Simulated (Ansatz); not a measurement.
ZnSnP$_{2}$ in space group P-4m2 (No. 115; Zn on 1a, Sn on 1c, P on 2g) under volume change, DFT-LDA in the program Ansatz with PAW potentials, shape and atoms relaxed at each volume.

```json
[
 {"V (Å³/atom)": "19.730", "E − E(relaxed) (meV/atom)": "51.5", "P (GPa)": "9.23"},
 {"V (Å³/atom)": "20.381", "E − E(relaxed) (meV/atom)": "21.6", "P (GPa)": "5.62"},
 {"V (Å³/atom)": "21.031", "E − E(relaxed) (meV/atom)": "5.1", "P (GPa)": "2.58"},
 {"V (Å³/atom)": "21.681", "E − E(relaxed) (meV/atom)": "0.0", "P (GPa)": "0.00"},
 {"V (Å³/atom)": "22.332", "E − E(relaxed) (meV/atom)": "4.6", "P (GPa)": "-2.18"},
 {"V (Å³/atom)": "22.982", "E − E(relaxed) (meV/atom)": "17.3", "P (GPa)": "-4.03"},
 {"V (Å³/atom)": "23.633", "E − E(relaxed) (meV/atom)": "36.9", "P (GPa)": "-5.58"}
]
```

What does a third-order Birch–Murnaghan fit give for V₀, B₀ and B′?

V₀ = 21.68 Å³/atom, B₀ = 78.9 GPa, B′ = 4.6.

The first step of the workflow began from a Materials Project structure, measured or hypothetical; the Crystallography Open Database copy checked does not list it. Whether it is the stable phase at ambient conditions was not checked. The LDA relaxation kept the symmetry of its start; whether a distortion lowers the energy is not shown. Scalar-relativistic: spin–orbit coupling is off unless named, which matters more the heavier the elements.

Potentials: the later of the program's two PAW sets.
